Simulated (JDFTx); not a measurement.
ZrSi2(110) slab cut from bulk ZrSi2 (space group Cmcm, indices of the conventional cell, lattice of the Materials Project entry mp-1515, not re-optimised): 14 atoms in 14 planes, a 1x1 cell of 28.14 Å² (|a| = 3.673, |b| = 7.660 Å), 7.9 Å between the outermost planes, Zr outermost, slab composition Zr6Si8, cell height 23.9 Å, 6×4×1 k mesh, Fermi smearing 0.01 Ha, no spin polarisation. Whether this polymorph is the ambient one wasn't checked. Neither spin polarisation nor a larger cell was tried.

All numbers are PBE, GBRV ultrasoft potentials, plane waves to 20/100 Ha results from JDFTx (a modified build), not measurements. Vacuum. The outer atoms relax from bulk positions, keeping the cell's symmetry; the lattice is not PBE's own optimum in this code, and that strain can shift the moves by a few hundredths of an ångström. Input:

```
lattice \
  6.9414364873 0.0000000000 0.0000000000 \
  0.0000000000 14.4758087691 0.0000000000 \
  0.0000000000 0.0000000000 45.1644543786
coords-type Lattice
ion Si 0.2500000000 0.9550988610 -0.1121623720 0
ion Si 0.7500000000 0.5814433420 -0.0824982480 0
ion Si 0.2500000000 0.3875020130 -0.0671014480 0
ion Si 0.7500000000 0.0138464940 -0.0374373240 0
ion Si 0.2500000000 0.0707097380 0.0374373240 0
ion Si 0.7500000000 0.6970542190 0.0671014480 0
ion Si 0.2500000000 0.5031128900 0.0824982480 0
ion Si 0.7500000000 0.1294573710 0.1121623720 0
ion Zr 0.2500000000 0.6262428910 -0.1654438000 1
ion Zr 0.7500000000 0.2270915870 -0.1337555920 1
ion Zr 0.2500000000 0.7418537680 -0.0158441040 0
ion Zr 0.7500000000 0.3427024640 0.0158441040 0
ion Zr 0.2500000000 0.8574646450 0.1337555920 1
ion Zr 0.7500000000 0.4583133410 0.1654438000 1
ion-species pseudo/si_pbe_v1.upf
ion-species pseudo/zr_pbe_v1.upf
elec-cutoff 20 100
elec-ex-corr gga-PBE
coulomb-interaction Slab 001
coulomb-truncation-embed 0 0 0
kpoint-folding 6 4 1
elec-smearing Fermi 0.01
lcao-params 10
elec-n-bands 72
electronic-scf nIterations 100 energyDiffThreshold 1e-07
ionic-minimize nIterations 10 energyDiffThreshold 1e-5 knormThreshold 4e-4
dump-name vac.$VAR
dump End State Ecomponents EigStats BandEigs Forces ElecDensity IonicPositions Fillings Kpoints Dtot
```

Q: How far do the free atoms of the upper face move along the normal, and how much energy is released?

A: Zr (atom 14) -0.15 Å, Zr (atom 13) -0.09 Å (positive: outward). The free energy falls by 0.275 eV per cell, 78 mJ/m².
